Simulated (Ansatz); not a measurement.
Mn started on a Cs site in cubic perovskite CsSnI3, 40 atoms, charge 0

Computed with Ansatz, DFT, PBEsol, PAW, plane waves.

Command:

```sh
ansatz run in.yaml --threads 8 --pin off --max-ram 118750MiB --runs-dir r --events-out ev --progress --plain --backend cuda --devices 0, --max-vram 170GiB
```

The input less its lattice and atoms (starting moments on atoms near the defect: 6 μB in all):

```yaml
crystal:
  symmetry: { detect: false }
kpoints:
  mp_grid: { grid: [1, 1, 1], shift: [0.25, 0.25, 0.25] }
hamiltonian:
  xc: pbesol
magnetization:
  spin_polarized: true
scf:
  occupations: { method: fermi_dirac, width: 0.01 }
relax:
  f_tol: 0.03
  max_steps: 80
  escape_saddle: false
  adjacent_minimum: "off"
output:
  forces: true
  eigenvalues: true
  populations: true
```

Start:

```
Cs Mn Sn I
1.0
    12.31446    0.00000    0.00000
     0.00000   12.31446    0.00000
     0.00000    0.00000   12.31446
Cs Mn Sn I
7 1 8 24
Direct
  0.99811 0.99904 0.99889
  0.99974 0.99623 0.49869
  0.99916 0.50120 0.00119
  0.00199 0.50119 0.50023
  0.49807 0.00034 0.99878
  0.50055 0.99771 0.50108
  0.50118 0.50174 0.00055
  0.49869 0.49859 0.49575
  0.25126 0.25266 0.25055
  0.25098 0.25268 0.75267
  0.24816 0.74888 0.25084
  0.24830 0.75098 0.74731
  0.74933 0.25222 0.25054
  0.75002 0.25072 0.75099
  0.74782 0.75154 0.25053
  0.75145 0.75130 0.75062
  0.25017 0.25181 0.99917
  0.24909 0.24944 0.49999
  0.25058 0.74935 0.00248
  0.25193 0.75162 0.49854
  0.75215 0.25123 0.00038
  0.74864 0.25008 0.50184
  0.75079 0.75095 0.00161
  0.75026 0.74764 0.50020
  0.99921 0.25237 0.25194
  0.99928 0.24824 0.75096
  0.99930 0.74928 0.25243
  0.99845 0.75135 0.75248
  0.50304 0.24931 0.25206
  0.49967 0.24982 0.74889
  0.50064 0.74990 0.25099
  0.50223 0.74937 0.74738
  0.24672 0.99706 0.25160
  0.25239 0.99743 0.75017
  0.25137 0.50018 0.24904
  0.25150 0.50148 0.75137
  0.74799 0.00070 0.24952
  0.74997 0.00159 0.74979
  0.74951 0.49669 0.25191
  0.74878 0.49890 0.74809
```

Steps:

```
 step  energy less the first (eV)  largest force component (eV/Å)
start                       0.000                           0.210
    1                      -0.052                           0.071
    2                      -0.073                           0.090
    3                      -0.097                           0.211
    4                      -0.168                           0.371
    5                      -0.274                           0.485
    6                      -0.423                           0.566
    7                      -0.582                           0.562
    8                      -0.726                           0.441
    9                      -0.837                           0.258
   10                      -0.931                           0.160
   11                      -1.005                           0.043
   12                      -1.042                           0.096
   13                      -1.058                           0.064
   14                      -1.083                           0.074
   15                      -1.116                           0.082
   16                      -1.158                           0.064
   17                      -1.187                           0.041
   18                      -1.203                           0.051
   19                      -1.222                           0.220
   20                      -1.405                           0.826
   21                      -1.556                           0.277
   22                      -1.673                           0.251
   23                      -1.789                           0.228
   24                      -1.920                           0.245
   25                      -2.004                           0.105
   26                      -2.034                           0.095
   27                      -2.058                           0.121
   28                      -2.091                           0.147
   29                      -2.156                           0.163
   30                      -2.183                           0.248
   31                      -2.243                           0.060
   32                      -2.268                           0.074
   33                      -2.279                           0.083
   34                      -2.289                           0.042
   35                      -2.294                           0.070
   36                      -2.297                           0.049
   37                      -2.298                           0.015
```

A structure on the way, about -0.10 eV from the start:

```
Cs Mn Sn I
1.0
    12.31446    0.00000    0.00000
     0.00000   12.31446    0.00000
     0.00000    0.00000   12.31446
Cs Mn Sn I
7 1 8 24
Direct
  0.99799 0.99949 0.99806
  0.00088 0.99802 0.49872
  0.99952 0.49975 0.00109
  0.00020 0.49978 0.50006
  0.49835 0.00026 0.99881
  0.50031 0.99852 0.50243
  0.49978 0.50130 0.99968
  0.50057 0.49370 0.48388
  0.24979 0.25117 0.25208
  0.25134 0.25170 0.74966
  0.25058 0.75042 0.25107
  0.25188 0.74993 0.74998
  0.74845 0.25172 0.25156
  0.74958 0.25189 0.74946
  0.74872 0.75022 0.25170
  0.74903 0.74949 0.74958
  0.25171 0.25149 0.00074
  0.25683 0.25665 0.50025
  0.25246 0.74843 0.00064
  0.25512 0.74474 0.50113
  0.74830 0.25189 0.00071
  0.74320 0.25614 0.50017
  0.74873 0.74791 0.00061
  0.74626 0.74547 0.50076
  0.99956 0.25311 0.25218
  0.00022 0.25074 0.74887
  0.00033 0.74698 0.25202
  0.00099 0.74945 0.74965
  0.49878 0.25723 0.25828
  0.50026 0.25507 0.74549
  0.49998 0.74339 0.25811
  0.50035 0.74489 0.74595
  0.25032 0.00060 0.25172
  0.25209 0.00059 0.74933
  0.25880 0.49988 0.25866
  0.25373 0.49981 0.74495
  0.74897 0.99981 0.25128
  0.74832 0.99992 0.74967
  0.74011 0.50061 0.25799
  0.74603 0.50057 0.74504
```

End:

```
Cs Mn Sn I
1.0
    12.31446    0.00000    0.00000
     0.00000   12.31446    0.00000
     0.00000    0.00000   12.31446
Cs Mn Sn I
7 1 8 24
Direct
  0.98418 0.99554 0.98993
  0.01081 0.99214 0.52364
  0.99724 0.49908 0.99375
  0.98847 0.52772 0.53260
  0.48401 0.98108 0.98487
  0.49599 0.98932 0.52260
  0.47962 0.50061 0.96778
  0.57064 0.36099 0.31069
  0.25409 0.25523 0.26420
  0.24273 0.25150 0.75775
  0.24902 0.76068 0.25851
  0.24496 0.75020 0.75872
  0.76539 0.26216 0.24683
  0.74111 0.25959 0.75274
  0.75085 0.76937 0.25837
  0.74375 0.75804 0.75629
  0.23231 0.27343 0.00945
  0.26201 0.20967 0.50884
  0.25343 0.72535 0.00967
  0.23737 0.77039 0.50895
  0.77574 0.23958 0.99479
  0.69119 0.30746 0.48873
  0.74357 0.78328 0.00646
  0.75491 0.74767 0.50694
  0.02412 0.34212 0.28077
  0.99157 0.25580 0.72406
  0.99696 0.70732 0.25196
  0.99468 0.75504 0.76532
  0.50193 0.16933 0.23890
  0.49272 0.24112 0.78092
  0.49684 0.80954 0.25781
  0.49454 0.75823 0.75746
  0.19673 0.99207 0.23170
  0.23648 0.99977 0.78053
  0.37658 0.47065 0.28589
  0.23712 0.50062 0.74398
  0.80646 0.00721 0.27594
  0.74698 0.00868 0.73286
  0.70242 0.50715 0.21112
  0.74891 0.50804 0.77972
```

The run converged.

Time: 52 s of wall time on one NVIDIA GB200 with 8 processor threads, on a host shared with other runs; peak host memory 2.5 GiB.

(1) How much energy did the relaxation gain, and which atom moved most?

The moment started at 6 μB and ended at 4.0 μB; no other spin state is shown. The one k point has no symmetry partners, which can distort the end along one axis.

## Answers

(1) 2.30 eV in 37 steps, from a start with small random displacements (the gain also holds any tilting of the ideal host); atom 8 (Mn) moved 2.97 Å, the median atom 0.34 Å (drift of the whole cell removed).
